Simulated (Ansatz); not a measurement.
The relaxed structure here is a generated cell of GeW3: the first start was made by placing the elements on the sites of a structure type, and the end was not matched to a known phase here, so it may be hypothetical.

Relaxation of a generated cell, GeW3 placed in the AFLOW prototype AB3_hP8_182_c_g (as in Fe3C); 8 atoms in the cell, which starts as P6₃22 (No. 182), hP8; a = 5.9744 Å, b = 5.9744 Å, c = 5.1796 Å, α = 90.00°, β = 90.00°, γ = 120.00°. Computed with r2SCAN (plane waves to 500 eV, PAW, scalar-relativistic; Ansatz, a program for electronic structure). Γ-centred k-mesh 5×5×5 on the run's cell (coarser than for final values), Fermi–Dirac smearing 0.05 eV. This is the first round of the run. 

The optimiser's lines from the output (shortened; P is positive under compression):

```
relax step   1: F+E_penalty+E_count = -70975.59128948 eV  Δ(F+E_penalty+E_count) = +0.000e0 eV  max|allowed force component| = 2.526e0 eV/Å  Δτ_max = 0.0000 Å  P = -17.729 GPa  Ω = 160.108 Å³  (8 SCF iters, dr2 threshold 1.00e-7 eV, accepted)
relax step   2: F+E_penalty+E_count = -70980.44537070 eV  Δ(F+E_penalty+E_count) = -4.854e0 eV  max|allowed force component| = 3.008e0 eV/Å  Δτ_max = 0.1932 Å  P = -2.045 GPa  Ω = 140.771 Å³  (9 SCF iters, dr2 threshold 8.00e-7 eV, accepted)
relax step   3: F+E_penalty+E_count = -70981.56906736 eV  Δ(F+E_penalty+E_count) = -1.124e0 eV  max|allowed force component| = 1.366e0 eV/Å  Δτ_max = 0.1964 Å  P = +25.049 GPa  Ω = 130.903 Å³  (9 SCF iters, dr2 threshold 8.00e-7 eV, accepted)
relax step   4: F+E_penalty+E_count = -70982.52584466 eV  Δ(F+E_penalty+E_count) = -9.568e-1 eV  max|allowed force component| = 1.062e0 eV/Å  Δτ_max = 0.0455 Å  P = +2.196 GPa  Ω = 140.379 Å³  (8 SCF iters, dr2 threshold 8.00e-7 eV, accepted)
relax step   5: F+E_penalty+E_count = -70982.83657098 eV  Δ(F+E_penalty+E_count) = -3.107e-1 eV  max|allowed force component| = 4.938e-1 eV/Å  Δτ_max = 0.0413 Å  P = +2.111 GPa  Ω = 142.246 Å³  (7 SCF iters, dr2 threshold 8.00e-7 eV, accepted)
relax step   6: F+E_penalty+E_count = -70982.92764398 eV  Δ(F+E_penalty+E_count) = -9.107e-2 eV  max|allowed force component| = 2.548e-2 eV/Å  Δτ_max = 0.0374 Å  P = +1.297 GPa  Ω = 144.979 Å³  (7 SCF iters, dr2 threshold 8.00e-7 eV, accepted)
relax step   7: F+E_penalty+E_count = -70982.93104248 eV  Δ(F+E_penalty+E_count) = -3.398e-3 eV  max|allowed force component| = 1.794e-2 eV/Å  Δτ_max = 0.0029 Å  P = +0.139 GPa  Ω = 145.940 Å³  (6 SCF iters, dr2 threshold 8.00e-7 eV, accepted)
relax step   8: F+E_penalty+E_count = -70982.93113594 eV  Δ(F+E_penalty+E_count) = -9.346e-5 eV  max|allowed force component| = 3.088e-3 eV/Å  Δτ_max = 0.0001 Å  P = +0.013 GPa  Ω = 146.046 Å³  (4 SCF iters, dr2 threshold 1.17e-7 eV, accepted)
relax step   9: F+E_penalty+E_count = -70982.92699738 eV  Δ(F+E_penalty+E_count) = +4.139e-3 eV  max|allowed force component| = 2.700e-3 eV/Å  Δτ_max = 0.0000 Å  P = -0.018 GPa  Ω = 146.046 Å³  stress off target by 4.63e-2 GPa  SCF on the basis re-selected at this cell (its energy is not comparable with the rows above)  (7 SCF iters)
relax step  10: F+E_penalty+E_count = -70982.92701147 eV  Δ(F+E_penalty+E_count) = -1.409e-5 eV  max|allowed force component| = 3.439e-4 eV/Å  Δτ_max = 0.0001 Å  P = +0.002 GPa  Ω = 146.025 Å³  (4 SCF iters, dr2 threshold 5.37e-9 eV, accepted)
relax step  11: F+E_penalty+E_count = -70982.92700486 eV  Δ(F+E_penalty+E_count) = +6.607e-6 eV  max|allowed force component| = 3.381e-4 eV/Å  Δτ_max = 0.0000 Å  P = +0.002 GPa  Ω = 146.025 Å³  stress off target by 1.86e-3 GPa  SCF on the basis re-selected at this cell (its energy is not comparable with the rows above)  (5 SCF iters)
```

From the first to the last row the energy changes by -0.92 eV/atom and the volume by -8.8 %. The last row is marked as not comparable with the walk above it, whose basis was carried along; it does compare with step 1, since both stand on a basis selected at the nominal cutoff for their own cell.

Later rounds, restarted from the end of this one on a renewed k-mesh, logged 4 more steps and released under 0.01 eV/atom more. The final structure after all rounds: P6₃22 (No. 182), hP8, AFLOW prototype AB3_hP8_182_c_g (as in Fe3C); a = b = 6.048 Å, c = 4.612 Å, α = β = 90.00°, γ = 120.00°. Between re-selections the logged energies stand on a plane-wave basis carried along with the cell. No spin polarisation in the result.

The run could not lose the symmetry of its start, so the end can be a saddle point.
